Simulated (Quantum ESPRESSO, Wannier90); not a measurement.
**Wannier functions of IrO$_{2}$ (rutile)**

```xyz
6
Lattice="4.5053 0.0000 0.0000 0.0000 4.5053 0.0000 0.0000 0.0000 3.1767" Properties=species:S:1:pos:R:3 pbc="T T T"
Ir     2.2527     2.2527     1.5884
Ir     0.0000     0.0000     0.0000
O     -1.3906    -1.3906     0.0000
O      1.3906     1.3906     0.0000
O     -0.8620     0.8620     1.5884
O      0.8620    -0.8620     1.5884
```

Materials Project entry mp-2723; symmetrised, unrelaxed at this level. COD (Crystallography Open Database) has an entry of this formula and space group (matched by these alone). Method: PBEsol plane waves in Quantum ESPRESSO 7.5 (PseudoDojo norm-conserving files, 68 Ry, no spin polarisation, no spin-orbit coupling), Bloch states on a 6×6×8 mesh through Γ, Wannier90 4.0.1. Density: 8×8×10 mesh, cold smearing 0.01 Ry. Spin-orbit coupling is left out although heavy elements are present.

A tight-binding model is made by disentanglement and projection with no localisation steps (num_iter = 0), so the 22 orbitals stay atom-like: hydrogen-like Ir: d; O: p, axes along x, y, z; frozen window up to 1.50 eV relative to the Fermi level. It follows pw.x to 0.4 meV rms for states up to 1.0 eV relative to the Fermi level. Matrix elements depend on this choice of orbitals and windows.

Task: What are the on-site energies relative to the Fermi level, and how fast do the hoppings decay?

Result: 
```tsv
atom	orbitals	energy (eV)
Ir1	dz2	-1.75
Ir1	dxz dyz	-1.63
Ir1	dx2-y2	-2.43
Ir1	dxy	-1.16
Ir2	dz2	-1.75
Ir2	dxz dyz	-1.63
Ir2	dx2-y2	-2.43
Ir2	dxy	-1.16
O3	pz	-4.54
O3	px py	-4.18
O4	pz	-4.54
O4	px py	-4.18
O5	pz	-4.54
O5	px py	-4.18
O6	pz	-4.54
O6	px py	-4.18
```

```tsv
distance of the centres (Å)	largest modulus (eV)
1–2	1.7
2–3	1.1
3–4	0.47
4–5	0.11
5–6	0.018
6–7	0.016
7–8	0.0054
8–9	0.0020
9–10	0.0040
10–11	0.0012
11–12	0.0014
```
